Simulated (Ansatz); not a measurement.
6 guesses for Sn2TeAs2 and where they end

The calculation used Ansatz, DFT PBE, scalar-relativistic, plane waves, PAW. Settings: cutoff 420 eV, Γ-centred meshes spaced at most about 0.3 Å⁻¹, and about 0.25 Å⁻¹ or finer for metals (2π included), Gaussian smearing. No spin polarisation in the final relaxations.

Each guess was relaxed in cell and atoms at zero pressure, within the symmetry of its start. These are static total energies at zero pressure. Coordination counts As or Te atoms around Sn (for each partner element, those within 1.25 times its shortest distance or 1.15 times the sum of covalent radii, where it is the nearest in units of that sum or under 1.3; a plus sign parts groups by distance over the sum of covalent radii; the shortest distance is added where it exceeds 1.18 times the sum of covalent radii; a slash parts the counts of unlike sites).

```
guess      made from  start group  V start (Å³/atom)  end group  V end (Å³/atom)  coordination at the end  gap on mesh (eV)  E over the lowest end (meV/atom)
    1    random cell         P4mm               28.9       P4mm             27.4                     Sn 3                 0                               216
    2    random cell       P6/mmm               29.3     P6/mmm             28.9                     Sn 5                 0                               247
    3    random cell         P4mm               26.9       P4mm             29.9                 Sn 4/1+4                 0                                94
    4  BaAs2Pd2 type       P4/mmm               26.8     P4/mmm             26.4          Sn 8 from 3.1 Å                 0                                 0
    5  TbSi2Pd2 type       I4/mmm               27.1          ?                ?                        ?                 ?                                 ?
    6  SrAl2Si2 type        P-3m1               34.0      P-3m1             27.0                   Sn 6+1                 0                                 6
```

Guess 5 as it starts:

```cif
data_structure
_symmetry_space_group_name_H-M 'I4/mmm'
_symmetry_Int_Tables_number 139
_cell_length_a 4.8413
_cell_length_b 4.8413
_cell_length_c 11.5635
_cell_angle_alpha 90.000
_cell_angle_beta 90.000
_cell_angle_gamma 90.000
_cell_volume 271.03
loop_
_atom_site_label
_atom_site_type_symbol
_atom_site_symmetry_multiplicity
_atom_site_Wyckoff_symbol
_atom_site_fract_x
_atom_site_fract_y
_atom_site_fract_z
_atom_site_occupancy
Sn1 Sn 4 e 0.00000 0.00000 0.38500 1
Te1 Te 2 a 0.00000 0.00000 0.00000 1
As1 As 4 d 0.00000 0.50000 0.25000 1
```

Q: Fill in the missing row: what does this guess relax into, and where does it rank?

A: It ends in space group I4/mmm (No. 139), with a = 5.138 Å, c = 10.073 Å, 26.6 Å³/atom and no gap. It lies 137 meV/atom over the lowest end, above guess 3 and below guess 1. Counting As or Te atoms around Sn, this end has Sn 4+5 and the lowest (guess 4) has Sn 8 from 3.1 Å.

Space group I4/mmm (No. 139). a = 5.138 Å, b = 5.138 Å, c = 10.073 Å, α = 90.00°, β = 90.00°, γ = 90.00°
| atom | site | symmetry | x | y | z |
| --- | --- | --- | --- | --- | --- |
| Sn | 4e | 4mm | 0.0000 | 0.0000 | 0.3568 |
| Te | 2a | 4/mmm | 0.0000 | 0.0000 | 0.0000 |
| As | 4d | -4m2 | 0.0000 | 0.5000 | 0.2500 |

Energies over the elements count from the elements' standard structures at the same level, with no fitted energy shifts. The references include grey tin.

Q: Is the lowest end bound against the elements?

A: No: its formation energy is +0.04 eV/atom. It can't be a ground state, since the elements alone are lower.

For metals, differences of a few meV/atom aren't resolved. Weakly bound directions are ill-defined at this level, which has no dispersion term (P4mm at 29.9 Å³/atom), and this can change margins and order among such cells. Spin–orbit coupling, which can matter for Te, is left out. The reference forms of As and Te are held partly by dispersion forces, which this level lacks. Cells relaxed within their symmetry can be saddle points. A lower structure may well exist outside this small set. Some candidate types were left out of the draw beforehand, so a known form may be missing.
